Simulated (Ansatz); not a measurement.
A calculation with the code Ansatz. Plane-wave DFT: an element X is put into a periodic supercell of the crystal below and the atoms relax. X is one of the candidates, and is told by the neutral defect's formation energy over the elements (uncorrected), its moments where the run had spin, and its relaxed neighbours, eight at most.

```
cell
1.0
     4.2724    0.0000    0.0000
    -2.1362    3.7000    0.0000
     0.0000    0.0000   10.9673
I La P
2 2 1
Direct
  0.6667 0.3333 0.6616
  0.3333 0.6667 0.3384
  0.3333 0.6667 0.8539
  0.6667 0.3333 0.1461
  0.0000 0.0000 0.0000
```

| quantity | value |
| --- | --- |
| host atoms in supercell | 20 |
| functional | PBEsol |
| wave cutoff | 420 eV |
| k mesh | 3, 3, 2 |
| k shift | 0, 0, 0.5 mesh steps |
| gaussian smearing | 0.05 eV |
| start displacement | 0.05 angstrom |
| electrons started on | no chosen atoms |
| candidate elements | O, F, Mg, S, Sc, Ba |
| found formation energy | -3.227 eV |
| found largest move from host sites | 0.613 angstrom |

```json
{"supercell vector": "A", "supercell times a (host cell vectors)": "0", "supercell times b (host cell vectors)": "-2", "supercell times c (host cell vectors)": "0"}
{"supercell vector": "B", "supercell times a (host cell vectors)": "-2", "supercell times b (host cell vectors)": "0", "supercell times c (host cell vectors)": "0"}
{"supercell vector": "C", "supercell times a (host cell vectors)": "0", "supercell times b (host cell vectors)": "0", "supercell times c (host cell vectors)": "-1"}
```

```tsv
change element	change kind	change place a (host cell vectors)	change place b (host cell vectors)	change place c (host cell vectors)
X	interstitial	0	0	-0.75
```

| found neighbour element | found neighbour distance (angstrom) |
| --- | --- |
| La | 2.261 |
| La | 2.261 |
| La | 2.261 |
| P | 2.579 |
| I | 3.172 |
| I | 3.173 |
| I | 3.173 |

Problem. Which element is X?

Solution. O.

Caveats: one random start near the defect, so other minima are possible; the supercell is small.
